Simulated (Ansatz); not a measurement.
TePd:
```xyz
4
Lattice="1.9279 -5.3091 0.0000 1.9279 5.3091 0.0000 0.0000 0.0000 4.0952" Properties=species:S:1:pos:R:3 pbc="T T T"
Te     1.9279    -1.4956     1.0238
Pd     1.9279    -4.2519     1.0238
Te     1.9279     1.4956     3.0714
Pd     1.9279     4.2519     3.0714
```

Relaxed with PBE. Special points in fractions of this cell's reciprocal vectors: Γ (0.000, 0.000, 0.000); Y (-0.500, 0.500, 0.000); C0 (-0.283, 0.717, 0.000); Σ0 (0.283, 0.283, 0.000); Z (0.000, 0.000, 0.500); A0 (0.283, 0.283, 0.500); E0 (-0.283, 0.717, 0.500); T (-0.500, 0.500, 0.500); S (0.000, 0.500, 0.000); R (0.000, 0.500, 0.500).

Q: List the band energies nearest the Fermi level at these points for PBE in the plane-wave PAW code Ansatz.

A: In eV from the Fermi level; about four levels below and three above (degenerate sets whole), none deeper than 8.9 eV; points with the same levels are listed once.

```tsv
k	below	above
Γ	-1.92 -1.92 -0.66 -0.61	0.08 0.09 2.57
Y	-1.55 -0.97 -0.22 -0.14	0.46 3.41 5.14
C0	-2.16 -2.16 -1.99 -1.97 -0.08	1.57 1.59 1.77
Z	-2.27 -2.27 -0.27 -0.27	1.88 1.88 4.66 4.66
A0	-1.57 -1.57 -0.03 -0.03	3.10 3.10 7.00 7.00
T	-2.55 -2.55 -1.69 -1.69	1.46 1.46 1.84 1.84
S	-2.11 -1.96 -1.80 -0.23	0.56 1.56 1.61
R	-1.79 -1.79 -0.48 -0.48	3.14 3.14 5.92 5.92
```

Space group Cmcm. The start of the workflow was typed in or built on a structure type; neither database checked (COD, Materials Project) lists it. COD files the formula under space group No. 194, so this cell is another polymorph or a model. Whether it is the stable phase at ambient conditions was not checked. The cell was relaxed with PBE under the symmetry of its start; its stability against distortions is not shown here. The run is not spin-polarised. Spin–orbit coupling is left out wherever it is not named.

Potentials: the earlier of the program's two PAW sets.
